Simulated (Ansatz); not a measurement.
KAu5:
```
KAu5
1.0
    5.67096     0.00000     0.00000
   -2.83548     4.91119     0.00000
    0.00000     0.00000     4.47785
Au K
5 1
Direct
  0.50000   0.00000   0.50000
  0.50000   0.50000   0.50000
  0.00000   0.50000   0.50000
  0.33333   0.66667   0.00000
  0.66667   0.33333   0.00000
  0.00000   0.00000   0.00000
```

Relaxed with PBEsol.

Problem. Give the Bader charges and basin volumes of the independent atoms, DFT-PBEsol in the program Ansatz with PAW potentials.

Solution. 

```tsv
atom	Bader charge (e)	Bader volume (Å³)
Au1	-0.14	21.7
Au4	-0.16	20.7
K6	+0.76	18.2
```

Space group P6/mmm. The workflow started from an entry of the Crystallography Open Database (COD). Whether it is the stable phase at ambient conditions was not checked. The PBEsol relaxation kept the symmetry of its start; whether a distortion lowers the energy is not shown. Spin–orbit coupling is left out wherever it is not named.

Potentials: the later of the program's two PAW sets.
